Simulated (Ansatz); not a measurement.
With the program Ansatz at the PBE level (PAW), La in the dhcp (α-La type) structure (P6_3/mmc) relaxes to a = 3.764 Å, c = 12.099 Å.

Electronic character: metallic (no gap).

The PBE relaxation kept the symmetry of its start. Axis ratios of metals converge slowly with the k-mesh, so a and c are less sure than the volume. Scalar-relativistic: spin–orbit coupling is off unless named, which matters more the heavier the elements.

Potentials: the later of the program's two PAW sets.
